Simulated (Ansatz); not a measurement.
# Si: two-dimensional strain map

These are results of DFT r2SCAN, scalar-relativistic, plane waves, PAW (Ansatz 0.2.0), not measurements. The runs took a 500 eV cutoff, a Γ-centred 24×24×14 mesh and Gaussian smearing (0.15 eV). No spin polarisation. Energies are free energies at this smearing, counted from the undisturbed cell; pressure is positive in compression.

Zero of the scan (relaxed at this level; with this scan's settings it stands at -0.1 GPa; this form isn't the usual structure):

```
Si
1.0
     2.63919    0.00000    0.00000
    -1.31960    2.28561    0.00000
     0.00000    0.00000    4.55316
Si
2
Cartesian
  0.0000 1.5237 1.1383
  1.3196 0.7619 3.4149
```

The cell is strained by p along both x and y and by q along z, fractional coordinates fixed. Points are written (p, q).

p was sampled at -0.030, -0.015, 0.000, 0.015, 0.030 and q at -0.030, -0.015, 0.000, 0.015, 0.030.

Q: Where on the computed points is the energy highest, and how high?

A: At (-0.030, -0.030): 35.0 meV/atom.

Q: Away from (0, 0), which computed point is lowest?

A: (0.000, -0.015): 0.6 meV/atom.

The map, in meV/atom:

| p \ q | -0.030 | -0.015 | 0.000 | 0.015 | 0.030 |
| --- | --- | --- | --- | --- | --- |
| -0.030 | 35.0 | 26.6 | 21.1 | 17.6 | 16.4 |
| -0.015 | 14.0 | 8.0 | 5.6 | 5.5 | 7.0 |
| 0.000 | 4.5 | 0.6 | 0.0 | 2.5 | 6.8 |
| 0.015 | 3.7 | 2.8 | 3.9 | 7.7 | 14.1 |
| 0.030 | 9.6 | 12.0 | 15.8 | 21.1 | 28.6 |

Cost: 25 runs of about 1.8 core-minutes in all, on AMD EPYC 9R45 (Zen 5) (shared hosts).